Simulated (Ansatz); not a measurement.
One crystal and one scan (frozen-phonon scan) at two levels, PBE (plane waves to 420 eV, PAW, scalar-relativistic; Ansatz, an electronic-structure program) and r2SCAN (plane waves to 500 eV, PAW, scalar-relativistic; Ansatz), each from its own relaxed cell and on its own mesh. The cell shown is that of PBE.

SiC (wurtzite)

```
SiC
1.0
    6.18384     0.00000     0.00000
   -1.54596     2.67768     0.00000
    0.00000     0.00000     5.07421
Si C
4 4
Direct
  0.33333   0.33333   0.00052
  0.83333   0.33333   0.00052
  0.16667   0.66667   0.50052
  0.66667   0.66667   0.50052
  0.33333   0.33333   0.62468
  0.83333   0.33333   0.62468
  0.16667   0.66667   0.12468
  0.66667   0.66667   0.12468
```

A phonon eigenvector at M = (0.5, 0.0, 0.0) is frozen into this cell: atom i moves by Q times the vector below, so Q is the largest atomic displacement, in Å. The cell is held. (q is in reciprocal vectors of the primitive cell; the cell shown is doubled to hold the pattern.)

```tsv
atom	x	y	z
Si1	0.027	0.016	-0.158
Si2	-0.027	-0.016	0.158
Si3	0.027	0.016	0.158
Si4	-0.027	-0.016	-0.158
C5	-0.818	-0.472	0.328
C6	0.818	0.472	-0.328
C7	-0.818	-0.472	-0.328
C8	0.818	0.472	0.328
```

SiC was relaxed with its symmetry unable to fall. The PAW data are Ansatz's earlier set. Percentages come from the unrounded values. Both scans cover Q from -0.100 to 0.100 Å.

Results of PBE:

| Quantity | Value |
|---|---|
| Lattice constant a (Å) | 3.092 |
| Lattice constant c (Å) | 5.074 |
| Relaxed volume (Å³/atom) | 10.50 |
| Energy at Q = 0.100 Å (meV/cell) | 655 |
| Harmonic wavenumber from the curvature (finite differences) (cm⁻¹ (negative: imaginary)) | 834 |
| Space group of the distorted cell | Pmc2_1 (No. 26), lowered from P6_3mc |
| Symmetry of the curve | even: the same for both signs |
| Shape of the curve | a single well with its minimum at or next to zero displacement |

Problem. What does r2SCAN give for the same quantities?

Solution. 
```
quantity                                                                                  r2SCAN     PBE − r2SCAN
----------------------------------------------------------------------------------------  ------  ---------------
Lattice constant a (Å)                                                                     3.075  +0.017 (+0.5 %)
Lattice constant c (Å)                                                                     5.049  +0.025 (+0.5 %)
Relaxed volume (Å³/atom)                                                                   10.34   +0.16 (+1.6 %)
Energy at Q = 0.100 Å (meV/cell)                                                             701     -46 (-6.5 %)
Harmonic wavenumber from the curvature (finite differences) (cm⁻¹ (negative: imaginary))     865     -31 (-3.5 %)
```

PBE gives the higher value for: lattice constant a; lattice constant c; relaxed volume. PBE gives the lower value for: energy at Q = 0.100 Å; harmonic wavenumber from the curvature. Both give the same space group of the distorted cell: Pmc2_1 (No. 26), lowered from P6_3mc. Neither level is exact: the differences show how much the result hangs on the functional.

(For displaced atoms, the force is minus the slope of the energy, and its curvature is a force constant, which sets phonon frequencies.)
